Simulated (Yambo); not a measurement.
## How GW settings move the gap: ZnSe

G0W0@PBE for ZnSe (zinc blende, space group F-43m, No. 216) in Yambo. Reference settings: 4×4×4 Γ-centred k mesh, bands 14 to 208 and a 15 Ry block in the screening, 208 bands in G with the Bruneval-Gonze terminator, plasmon pole fitted at 27.2 eV. The PBE gap Γ → Γ on this mesh is 1.37 eV; G0W0 gaps are taken between the same points.

| change from the reference | G0W0 gap Γ → Γ (eV) | shift of the valence edge (eV) | rough Yambo cost |
|---|---|---|---|
| reference settings | 2.19 | -0.70 | 1 |
| 48 bands in W, 48 bands in G | 2.22 | -0.38 | about 1/5 |
| 131 bands in G | 2.19 | -0.71 | – |
| wavefunctions cut at 30 Ry | 2.25 | -0.54 | within a factor of two |
| 48 bands in W, 48 bands in G, 6 Ry block | 2.21 | -0.35 | about 1/10 |
| 48 bands in W, 48 bands in G, 9 Ry block | 2.22 | -0.37 | about 1/10 |
| 77 bands in W, 77 bands in G, 3 Ry block | 2.12 | -0.41 | about 1/8 |
| 48 bands in W, 48 bands in G, 12 Ry block | 2.22 | -0.38 | about 1/8 |
| 114 bands in W, 114 bands in G, 6 Ry block | 2.14 | -0.53 | about 1/5 |
| 77 bands in W, 77 bands in G, 12 Ry block | 2.20 | -0.53 | about 1/5 |
| 3 Ry block | 2.08 | -0.46 | about 1/3 |
| 6 Ry block | 2.12 | -0.56 | about 1/3 |
| 161 bands in W, 161 bands in G, 9 Ry block | 2.17 | -0.64 | about 1/3 |
| 131 bands in G, no terminator | 2.14 | -0.58 | – |
| no terminator | 2.16 | -0.64 | – |

The reference isn't shown to be the converged limit. Costs are rough (shared machines), scaled to the same edge states, and given only for runs that recompute the screening.

Spin-orbit splittings are left out.

Geometry relaxed with PBEsol; primitive cell a = 3.9830 Å, b = 3.9830 Å, c = 3.9830 Å, α = 60.00°, β = 60.00°, γ = 60.00°.

A shift is the quasiparticle energy of the state minus its PBE energy.

The potentials are those of PseudoDojo's stringent table.
